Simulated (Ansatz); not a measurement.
The polar optical mode of GaN at 12 GPa, worked through

These are results of DFT LDA, scalar-relativistic, plane waves, PAW in Ansatz, not measurements. Plane waves to 420 eV; Γ-centred k mesh 10×10×10; fixed occupations. No spin polarisation. Phonons by linear response, acoustic sum rule imposed.

The cell, relaxed at 12 GPa:
```yaml
crystal:
  lattice:
    - [0.00000, 2.18880, 2.18880]
    - [2.18880, 0.00000, 2.18880]
    - [2.18880, 2.18880, 0.00000]
  atoms:
    - { symbol: Ga, position: [0.00000, 0.00000, 0.00000] }
    - { symbol: N, position: [0.75000, 0.75000, 0.75000] }
```

Other phases may be more stable at this pressure.

Linear response gives ν_TO = 598.1 cm⁻¹, Born charges ±2.607 e (positive on Ga) and ε∞ = 5.517. The primitive cell holds 20.972 Å³, and the masses are 69.723 and 14.007 amu.

Task: Find ν_LO and the static dielectric constant.

Result: The long-wave field adds a restoring force: ω_LO² − ω_TO² = Z*²e²/(ε_vac ε∞ μV). In these units ν_LO² − ν_TO² = 4.92064×10⁷ Z*²/(μ V ε∞) cm⁻², with μ = m₁m₂/(m₁ + m₂) = 11.664 amu: 247802 cm⁻². So ν_LO = √(598.1² + 247802) = 778.1 cm⁻¹, and the run gives 778.2. Lyddane–Sachs–Teller then gives ε0 = ε∞ (ν_LO/ν_TO)² = 9.34, against 9.34 in the run (it forms both from the same three quantities, so the match checks the arithmetic only). Between ν_TO and ν_LO the dielectric function is negative and an undamped crystal reflects fully: a reststrahlen band from 12.9 to 16.7 μm.

Task: What do the Clausius–Mossotti polarisability and the Szigeti charge come to?

Result: With the Lorentz local field, α = (3V/4π)(ε∞ − 1)/(ε∞ + 2) = 3.01 Å³ for the pair, and e_S = 3Z*/(ε∞ + 2) = 1.04 e. The Born charge includes the electrons' response to the dipole's own local field, and e_S takes that enhancement out. The Lorentz field assumes point-like polarisable ions, a poor picture once ε∞ is this large, since the electron clouds then overlap or are shared, so both numbers are formal here.

Task: How strongly does a slow electron couple to the LO mode?

Result: For one isotropic parabolic band, Fröhlich's constant is α_F = (1/ε∞ − 1/ε0) √(m* Ry/ħω_LO), with Ry = 13.606 eV, ħω_LO = 96.5 meV and m* in free-electron masses: α_F = 0.0742 × 11.88 × √m* = 0.88 √m*. The band mass isn't part of this run; for m* = 0.1, 0.3 and 1 it gives 0.28, 0.48, 0.88. In weak coupling the polaron lies α_F ħω_LO below the band edge (47 meV at m* = 0.3) with a mass m*(1 + α_F/6); past α_F of about 5 or 6 that expansion fails. A semilocal functional's ε∞ tends to be too large, which taken alone lowers α_F.

This zinc-blende form isn't the usual stable structure of the compound at low pressure.

Cost: 1 run of about 1.7 core-minutes, on Intel Xeon Processor @ 2.50GHz (Skylake/Cascade Lake) (shared hosts).